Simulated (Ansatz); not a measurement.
This BP2 structure is the end of a relaxation. The cell was found from a structure generator's guess, not taken from experiment.

Theory: DFT PBE, scalar-relativistic, plane waves, PAW (Ansatz 0.2.0). Cutoff 420 eV, Γ-centred mesh, Gaussian smearing, no spin polarisation.

```
B P
1.0
    -3.10574    3.10574    1.88950
     3.10574   -3.10574    1.88950
     3.10574    3.10574   -1.88950
B P
2 4
Direct
  0.00000 0.00000 0.00000
  0.75000 0.25000 0.50000
  0.37500 0.62500 0.75000
  0.37500 0.12500 0.75000
  0.37500 0.62500 0.25000
  0.87500 0.62500 0.25000
```

Energies over the elements count from the elements' standard structures at the same level, with no fitted energy shifts. The references include black phosphorus.

Q: Find its symmetry and describe it.

A: I4_1/amd (No. 141). Conventional cell: a = 6.211 Å, c = 3.779 Å. Around B lie 4 P at 2.10 Å; P has 2 B at 2.10 Å and 4 P at 2.39 Å.

Q: What is its formation energy per atom?

A: +0.50 eV/atom. A positive value: parting into the elements would lower its energy.

Q: Is it a metal?

A: Yes, bands cross the Fermi level on the 12×12×12 mesh.

Q: From what recipe could a structure generator have reached it?

A: One such recipe: 4-, 6-connected net, elements by coordination (I4_1/amd, No. 141). Other recipes can lead to the same cell.

The last run used a 12×12×12 mesh for its 6-atom cell and Gaussian smearing of 0.10 eV. The reference form of P is held partly by dispersion forces, which this level lacks. A later test with randomly moved atoms came back to the same energy, though modes that don't fit the test's cell weren't probed.
